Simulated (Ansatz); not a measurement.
**SrTl: stationary points along a deformation path**

These are results of DFT PBEsol, scalar-relativistic, plane waves, PAW in Ansatz 0.2.0, not measurements. Settings: plane waves to 420 eV, k-mesh 14×14×14 (Γ-centred), Gaussian smearing 0.15 eV. Spin–orbit coupling is left out, which can shift energies with elements as heavy as these. No spin polarisation. Energies are free energies at this smearing, counted from the undisturbed cell; pressure is positive in compression.

The undisturbed cell (as given, not relaxed at this level; it stands at -0.3 GPa, and it needn't be the usual structure):

```
CELL_PARAMETERS angstrom
4.03200 0.00000 0.00000
0.00000 4.03200 0.00000
0.00000 0.00000 4.03200
ATOMIC_POSITIONS crystal
Sr 0.00000 0.00000 0.00000
Tl 0.50000 0.50000 0.50000
```

At fixed volume and fractional coordinates, lengths along (0.577, 0.577, 0.577) are scaled against those across it; ρ is that ratio over its starting value. V = 32.774 Å³/atom. Δσ is the stress along the axis less the mean stress across it (compression positive).

```csv
ρ,ΔE (meV/atom),Δσ (GPa),space group
0.500,4100.3,138.51,R-3m
0.600,1702.9,65.78,R-3m
0.710,625.0,31.39,R-3m
0.850,118.4,11.57,R-3m
0.930,21.4,4.52,R-3m
1.000,0.0,0.00,Pm-3m
1.080,19.3,-3.44,R-3m
1.200,89.6,-5.98,R-3m
1.410,228.8,-6.00,R-3m
1.700,353.7,-3.62,R-3m
2.000,396.2,0.00,Fm-3m
```

How does the stress give the slope of the energy, and where is the energy stationary?

Along the path d ln(length) is 2/3 d ln ρ on the axis and −1/3 d ln ρ across it, so dE/d ln ρ = −(2/3) V Δσ: the energy falls with ρ where Δσ is positive. Δσ vanishes or changes sign at ρ = 1.000 (Pm-3m), a minimum at 0.0 meV/atom; at ρ = 2.000 (Fm-3m, an end of the scan), at 396.2 meV/atom. Pairs of stationary points between two samples would go unseen, and could change a minimum read from distant neighbours into a maximum. At ρ = 1.000, 2.000 the cell is cubic, where symmetry alone makes the stress isotropic and the slope zero.

Which shear constant sets the curvature at ρ = 1?

For a cubic crystal E/V = (2/3) C (ln ρ)² with C = C44, so Δσ = −2C ln ρ. The parabola of Δσ against ln ρ through ρ = 0.930, 1 and 1.080 gives C ≈ 27 GPa with the ions clamped, rough because the steps are large.

In a metal these slopes depend on the k mesh and the smearing.